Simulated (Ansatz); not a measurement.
The geometry is COD entry 1540981, unchecked; take it as a test cell. The listed cell was then made from it by scaling, straining or moving an atom.

ZrH: DFT, PBEsol, all-electron PAW with datasets made for the crystal, scalar-relativistic (Ansatz 0.2.0). What sets it apart from a plain run of this crystal: zz strain of +2 %.

Command: `ansatz run input.yaml --threads 1 --pin off --max-ram 4096MiB --backend cpu --events-out ev --progress --plain --runs-dir out` The run took 10 s on 1 thread of Arm Neoverse V2, on a shared host, peak memory 0.52 GiB.

```yaml
crystal:
  lattice:
    - [3.2427916985, 0.0, 0.0]
    - [0.0, 3.2427916985, 0.0]
    - [0.0, 0.0, 5.04696]
  atoms:
    - { symbol: Zr, position: [0.0, 0.5, 0.0] }
    - { symbol: Zr, position: [0.5, 0.0, 0.5] }
    - { symbol: H, position: [0.0, 0.0, 0.75] }
    - { symbol: H, position: [0.0, 0.0, 0.25] }
kpoints:
  mp_grid: { grid: [9, 9, 6] }
scf:
  occupations: { method: fermi_dirac, width: 0.02 }
hamiltonian:
  xc: pbesol
  pseudopotentials: { kind: all_electron, datasets: crystal }
output:
  forces: true
  stress: true
  eigenvalues: true
  efg: { contact_densities: true }
```

Output (standing set-up lines are left out):

```
hamiltonian.pseudopotentials.datasets: crystal makes datasets for this crystal and solves the spheres of its atoms anew in each pass: cutoff 280.0 eV, the density's 1120.0 eV; for an error of 0.50 meV an atom under PBE, 2.0 meV for the cell; an energy difference from a run of another recipe may be off by several times the error for the cell, under r2SCAN by more, where some 0.1 meV an atom stays at smaller errors; H in spheres of 0.746 Å, 1 of its electrons in bands; Zr in spheres of 1.307 Å, 12 of its electrons in bands
Crystal: 4 atoms, lattice volume = 53.072 Å³
Basis set: ecut = 280 eV, 545 PW (Γ), exchange–correlation on 36×36×60 points (8 copies of the dense FFT grid, shifted against one another)
Space group: P42/mmc (ITA 131), of the structure as read, at distance tolerance 3.8e-5 Å
PAW one-centre angular grid: Zr, 590 points (default); XC on its mesh's 1875 points in the sphere
PAW one-centre angular grid: H, 110 points (default); XC on its mesh's 2061 points in the sphere
iter 1 solved again at ethr=9.20e-3 eV; its pass at ethr=1.00e-1 eV (dr2=2.39e0 eV) is discarded
SCF iter   1: F=—  HF=-195777.903690 eV  |F-HF|=—  |Δ(HF+E_count)|=         —  Δρ=6.59e-2  dr2=2.46e0  ethr=9.20e-3  ⟨swp⟩=2.2  Hψ=7345  notcnv=0
preconditioner: auto → Kerker (q_TF=auto, 2.422 Å⁻¹)  [metal: Δε(μ)=0.013 eV  Ē_g=8.057 eV  σ=0.020 eV  W_gap=0.16  n_scr=14 (ndim 8)  ℏωp=16.1 eV  f_vac=0.000  D(μ)=2.42/eV (n_scr^D=20)]
SCF iter   2: F=—  HF=-195777.312466 eV  |F-HF|=—  |Δ(HF+E_count)|=   5.91e-1  Δρ=3.56e-2  dr2=7.89e-1  ethr=9.20e-3  ⟨swp⟩=2.0  Hψ=2760  notcnv=0
iter 3 solved again at ethr=4.14e-5 eV; its pass at ethr=3.04e-3 eV (dr2=1.08e-2 eV) is discarded
SCF iter   3: F=—  HF=-195777.014997 eV  |F-HF|=—  |Δ(HF+E_count)|=   2.97e-1  Δρ=6.00e-3  dr2=1.07e-2  ethr=4.14e-5  ⟨swp⟩=2.3  Hψ=6903  notcnv=0  defer=8
SCF iter   4: F=—  HF=-195777.025553 eV  |F-HF|=—  |Δ(HF+E_count)|=   1.06e-2  Δρ=1.33e-3  dr2=8.38e-4  ethr=4.13e-5  ⟨swp⟩=2.9  Hψ=2826  notcnv=0  defer=7
SCF iter   5: F=—  HF=-195777.026623 eV  |F-HF|=—  |Δ(HF+E_count)|=   1.07e-3  Δρ=3.21e-4  dr2=3.02e-5  ethr=3.22e-6  ⟨swp⟩=3.0  Hψ=3253  notcnv=0
SCF iter   6: F=—  HF=-195777.026630 eV  |F-HF|=—  |Δ(HF+E_count)|=   7.00e-6  Δρ=1.02e-4  dr2=4.92e-6  ethr=1.16e-7  ⟨swp⟩=2.2  Hψ=2212  notcnv=0
SCF iter   7: F=—  HF=-195777.026630 eV  |F-HF|=—  |Δ(HF+E_count)|=   6.20e-7  Δρ=1.47e-5  dr2=1.09e-7  ethr=1.89e-8  ⟨swp⟩=2.9  Hψ=2282  notcnv=0
SCF iter   8: F=-195777.026630 eV  HF=-195777.026630 eV  |F-HF|=3.32e-9  |Δ(HF+E_count)|=   4.05e-9  Δρ=3.31e-6  dr2=7.67e-9  ethr=4.18e-10  ⟨swp⟩=2.8  Hψ=2262  notcnv=0  defer=1
SCF 1 converged in 8 iterations: F = -195777.026620 eV  dr2 = 7.67e-9
  Residual-converged pass: ⟨swp⟩=3.0  Hψ=2531  notcnv=0  max |occ|·‖R‖ = 6.3e-6 eV (tolerance 6.7e-6 eV)  dr2=7.91e-9  dr2_onsite=7.69e-10  max |Δocc| = 2.3e-10
  greatest PAW one-centre occupation: 0.993 electrons in one spin orbital (limit 2), on the Zr atom at site 1 (counted from 0), in its partial waves of l = 0
SCF converged after 8 iterations
Free energy (F): -195777.026620 eV
Harris-Foulkes:  -195777.026620 eV  (|F-HF|=3.32e-9)
Internal energy: -195777.022878 eV  (E = F + TS)
E sigma→0 (E₀):  -195777.024749 eV
Entropy (-TS):   -0.003741 eV (-0.935 meV/atom)
Past the cutoff: the bands carry plane waves up to 1.75 times it, of which those up to 1.5 times it add -0.000143 eV an atom, each by itself; the spheres take 0.000134 eV an atom off the energy for waves past 1.75 times it
By the cutoff:   a pressure is off by up to 0.006 GPa (1.2 times the spheres' own share and the shells' term, over an atom's volume, and 0.004 GPa: a bound that held against runs at twice the plane waves)
Past the cutoffs: a stress includes 0.0011 GPa for waves and charges beyond them, in addition to the slope of what the spheres take
In the spheres:  the bands' charges fall short by 1.2e-6 e at most (sound up to 1e-3)
Fermi energy:    13.885777 eV
--- Per-component energies (eV) ---
  The terms above E_closure are by the made datasets' own strengths, without shells solved beside the bands.
--- Forces (eV/Å), atoms counted from 1 ---
  atom   1  Zr     0.00000000    -0.00000000     0.00000000
  atom   2  Zr    -0.00000000     0.00000000     0.00000000
  atom   3  H      0.00000000     0.00000000    -0.00000000
  atom   4  H      0.00000000     0.00000000     0.00000000
  max |Σ_I F_I| component: 8.09e-30 eV/Å
--- Stress (GPa, compression-positive) ---
       -4.935702       0.000000       0.000000
        0.000000      -4.935702       0.000000
        0.000000       0.000000      -4.780973
  P = ⅓ Tr σ = -4.8841 GPa (-48.841 kbar)
--- PAW observables at the nuclei: V_zz in 10²¹ V/m², potentials from the cell's mean, atoms counted from 1 ---
  atom   1  Zr V_zz =    +7.306314   η = 0.0666   by run symmetry: allowed
            electrostatic potential = -5924.416064 V   contact ρ = 489776.550335 e/Å³
  atom   2  Zr V_zz =    +7.306314   η = 0.0666   by run symmetry: allowed
            electrostatic potential = -5924.416065 V   contact ρ = 489776.550341 e/Å³
  atom   3  H  V_zz =    +0.091583   η = 0.0000   by run symmetry: allowed
            electrostatic potential = -47.327000 V   contact ρ = 2.922699 e/Å³
  atom   4  H  V_zz =    +0.091583   η = 0.0000   by run symmetry: allowed
            electrostatic potential = -47.327000 V   contact ρ = 2.922699 e/Å³
--- Band table (eV; the first three rows and the last of 60) ---
  k-point 0: bands = ["-34.9381", "-34.8440", "-13.3034", "-12.8258", "-12.8258", "-12.6559", "-12.6202", "-12.6202", "5.5381", "10.3804", "10.9644", "11.1368", "13.8757", "14.6631", "14.6631", "16.0012", "17.3136", "18.3867", "18.5301", "18.5301"]
  k-point 1: bands = ["-34.9318", "-34.8504", "-13.2629", "-12.8163", "-12.8163", "-12.7025", "-12.6301", "-12.6301", "5.7480", "9.5538", "11.2790", "11.5965", "13.7912", "14.8115", "14.8115", "15.6510", "17.3768", "17.9941", "17.9941", "18.3043"]
  k-point 2: bands = ["-34.9147", "-34.8677", "-13.1503", "-12.8271", "-12.7933", "-12.7933", "-12.6538", "-12.6538", "6.3503", "8.3893", "11.6810", "12.2677", "13.5222", "14.7985", "15.2410", "15.2410", "17.0087", "17.0087", "17.5549", "18.0882"]
  k-point 59: bands = ["-34.8089", "-34.8089", "-13.2551", "-13.2551", "-13.0570", "-13.0570", "-12.8442", "-12.8442", "8.5314", "8.5314", "12.0682", "12.0682", "13.5400", "13.5400", "15.5917", "15.5917", "18.3834", "18.3834", "19.7727", "19.7727"]
```
